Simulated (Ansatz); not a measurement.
P:
```
P
1.0
   -3.01249     3.01249     3.01249
    3.01249    -3.01249     3.01249
    3.01249     3.01249    -3.01249
P
4
Direct
  0.00000   0.25000   0.50000
  0.25000   0.50000   0.00000
  0.50000   0.00000   0.25000
  0.25000   0.25000   0.25000
```

Relaxed with PBEsol. Special points in fractions of this cell's reciprocal vectors: Γ (0.000, 0.000, 0.000); H (0.500, -0.500, 0.500); N (0.000, 0.000, 0.500); P (0.250, 0.250, 0.250).

Question: List the band energies nearest the Fermi level at these points for plane-wave PAW PBEsol (Ansatz code).

Answer: In eV from the Fermi level; about four levels below and three above (degenerate sets whole), none deeper than 8.9 eV; points with the same levels are listed once.

```json
[
 {"k": "Γ", "below": "-5.99 -5.99 -2.79 -2.79 -2.79", "above": "1.72 1.79 1.79 1.79"},
 {"k": "H", "below": "-1.12 -0.90 -0.90 -0.90", "above": "1.87 1.87 1.87"},
 {"k": "N", "below": "-2.07 -1.59 -0.21 -0.13", "above": "1.86 2.89 4.18"},
 {"k": "P", "below": "-2.82 -2.82 -1.17 -1.17", "above": "1.90 1.90 2.84 2.84"}
]
```

Space group I4_132. The start of the workflow was typed in or built on a structure type; neither database checked (COD, Materials Project) lists it. It is not the phase usual at ambient conditions (space group No. 64). The PBEsol relaxation kept the symmetry of its start. At this level the phase is dynamically unstable (imaginary phonons). The volume moved by 30 % from the start of the relaxation.

Potentials: the earlier of the program's two PAW sets. The files were generated under PBE; for other functionals the program regenerates the frozen cores, and for LDA and PBEsol the local potential too.
